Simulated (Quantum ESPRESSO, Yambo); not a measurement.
## AgCl at +2 % isotropic strain: DFT and GW levels

```cif
data_Ag2Cl2
_chemical_formula_sum 'Cl2 Ag2'
_space_group_name_H-M_alt 'P 1'
_space_group_IT_number 1
_cell_length_a 5.85281
_cell_length_b 5.85281
_cell_length_c 3.92189
_cell_angle_alpha 90.000
_cell_angle_beta 90.000
_cell_angle_gamma 142.443
loop_
_space_group_symop_operation_xyz
  'x, y, z'
loop_
_atom_site_label
_atom_site_type_symbol
_atom_site_fract_x
_atom_site_fract_y
_atom_site_fract_z
_atom_site_occupancy
Cl1 Cl 0.86600 0.13400 0.25000 1
Cl2 Cl 0.13400 0.86600 0.75000 1
Ag1 Ag 0.39816 0.60184 0.75000 1
Ag2 Ag 0.60184 0.39816 0.25000 1
```

The PBEsol cell relaxed from Materials Project entry mp-570858 was given an isotropic strain of +2 % on all lattice vectors, and the atoms were relaxed again.

Starting point: norm-conserving PBEsol (Quantum ESPRESSO, 82 Ry, scalar-relativistic). G0W0 in Yambo: 4×4×4 Γ-centred k mesh, bands 9 to 99 and a 6 Ry block in the screening, 99 bands in G with the Bruneval-Gonze terminator, plasmon pole fitted at 27.2 eV.

The PBEsol gap along the band path comes out as 0.32 eV and the PBEsol gap between the mesh's edge points ((0.25, 0.25, 0) → Γ) is 0.32 eV. The G0W0 gap between the same points comes out as 1.73 eV and the PBEsol smallest direct gap on the mesh (at Γ) is 1.76 eV. The G0W0 direct gap at that point is 3.30 eV.

```csv
k point,band,E PBEsol (eV),E QP (eV),shift (eV),Z
Γ,VB,-1.44,-2.39,-0.95,0.79
Γ,CB,0.32,0.91,0.58,0.82
"(0, -0.5, -0.5)",VB,-1.45,-2.35,-0.89,0.79
"(0, -0.5, -0.5)",CB,2.73,3.51,0.79,0.82
"(0.25, 0.25, 0)",VB,0.00,-0.82,-0.82,0.79
"(0.25, 0.25, 0)",CB,2.90,3.52,0.62,0.82
```

Energies count from the PBEsol valence-band maximum.

Convergence of the G0W0 settings was not tested.

Spin-orbit splittings are left out.

This is not the ordinary phase of the substance; no match was found in the copy of COD used, and its stability was not checked.
